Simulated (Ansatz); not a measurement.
## Ca2Nb2O6F — field gradients at the nuclei

The cell is a structure deposited in the COD, its atoms then relaxed with PBE in this cell.

```
Ca Nb O F
1.0
     0.00000    5.19735    5.19735
     5.19735    0.00000    5.19735
     5.19735    5.19735    0.00000
Ca Nb O F
4 4 12 2
Cartesian
  1.2993 1.2993 1.2993
  1.2993 3.8980 3.8980
  3.8980 3.8980 1.2993
  3.8980 1.2993 3.8980
  6.4967 6.4967 6.4967
  6.4967 3.8980 3.8980
  3.8980 3.8980 6.4967
  3.8980 6.4967 3.8980
  3.0519 5.1974 5.1974
  7.7960 5.6506 7.7960
  7.3428 5.1974 5.1974
  7.7960 9.9414 7.7960
  5.1974 3.0519 5.1974
  7.7960 7.7960 5.6506
  5.1974 7.3428 5.1974
  7.7960 7.7960 9.9414
  9.9414 7.7960 7.7960
  5.1974 5.1974 3.0519
  5.6506 7.7960 7.7960
  5.1974 5.1974 7.3428
  0.0000 0.0000 0.0000
  2.5987 2.5987 2.5987
```

Atoms are numbered from 1 in the order listed; like atoms form one site, named after its first atom.

Computed with Ansatz: DFT, PBE, plane waves and PAW, with spin–orbit coupling, 420 eV cutoff, Γ-centred 6×6×6 k-points, Fermi–Dirac smearing 0.05 eV.

V_zz is the principal component of the electric field gradient with the largest magnitude, η = (V_xx − V_yy)/V_zz and C_Q = eQV_zz/h.

⁴³Ca: I = 7/2, Q = -40.80 mb; ⁹³Nb: I = 9/2, Q = -320.0 mb; O-17: I = 5/2, Q = -25.58 mb. Quadrupole moments are those of Pyykkö's year-2017 table.

```csv
site,atoms (order as listed),first shell,V_zz (10²¹ V/m²),η,C_Q (MHz)
Ca,"1, 2, 3, 4","2 F at 2.25 Å, 6 O at 2.54 Å",-0.87,0.00,0.856
Nb,"5, 6, 7, 8",6 O at 2.02 Å,8.89,0.00,-68.8
O,"9, 10, 11, 12, 13, 14, …","2 Nb at 2.02 Å, angle 131°; also 2 Ca at 2.54 Å",-0.59,0.40,0.366
F,"21, 22",4 Ca at 2.25 Å,0.00,–,–
```

An axis of threefold or higher order runs through Ca and Nb, so V_zz lies along it and η is zero. F sits on a cubic site, where every gradient vanishes. At O V_zz stands upright on the plane of its two bonds (within 1°).

F has no stable isotope with a ground-state quadrupole moment in the table, so no C_Q is given.

The run finds no gap above 0.1 eV (a metal, or nearly one), so the gradients can move by 10 % or more with the k-mesh. Semilocal functionals can leave a metal where correlation in the d or f shell opens a gap in the real compound, and that would change the values at and beside Nb.
